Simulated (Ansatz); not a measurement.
Relaxed-ion elastic tensor of Te$_{2}$Pt in space group P-3m1 (No. 164; Te on 2d, Pt on 1a) in GPa (Voigt order), the program Ansatz at the PBE+D3(BJ) level (PAW); density 10.33 g/cm³, 24.14 Å³ per atom.

```
  165   53.9   46.7  -23.2    0.0    0.0
 53.9    165   46.7   23.2    0.0    0.0
 46.7   46.7   78.6    0.0    0.0    0.0
-23.2   23.2    0.0   48.4    0.0    0.0
  0.0    0.0    0.0    0.0   48.4  -23.2
  0.0    0.0    0.0    0.0  -23.2   55.8
```

Question: Is the crystal mechanically stable?

Answer: Yes: the smallest eigenvalue of C is 28.5 GPa.

Question: Work out the Voigt, Reuss and Hill averages.

Answer: K_V = 78.2, K_R = 67.9, K_H = 73.1; G_V = 48.0, G_R = 37.6, G_H = 42.8 GPa.

Question: Give Young's modulus, Poisson's ratio, Pugh's ratio and the universal anisotropy index.

Answer: E = 9KG/(3K + G) = 107 GPa; ν = 0.26; K/G = 1.71 (near the Pugh limit of 1.75, no verdict); A_U = 5G_V/G_R + K_V/K_R − 6 = 1.53.

Question: Estimate the sound speeds and the Debye temperature.

Answer: v_l = √((K + 4G/3)/ρ) = 3550 m/s, v_t = √(G/ρ) = 2040 m/s, mean 2260 m/s; Θ = (h/k)(3n/4πV)^(1/3) v_m = 233 K.

Question: Solve the Christoffel equation for the three sound speeds along x, y, z.

Answer: Eigenvalues of C_ijkl n_j n_l equal ρv². In km/s, slowest first: x 1.66, 2.71, 4.00; y 2.06, 2.32, 4.06; z 2.16, 2.16, 2.76.

Question: How much does each axis shrink under pressure?

Answer: Linear compressibilities β_i = Σ_j S_ij (j = 1 to 3): x 2.5, y 2.5, z 9.8 per TPa.

The cell was relaxed with PBE+D3(BJ) under the symmetry of its start; of distortions, only those at the zone centre were tested. The run is not spin-polarised. As this level gives no gap, shear constants depend on the k-mesh and smearing (Fermi–Dirac, 0.1 eV here). Spin–orbit coupling is left out wherever it is not named.

Potentials: the later of the program's two PAW sets.
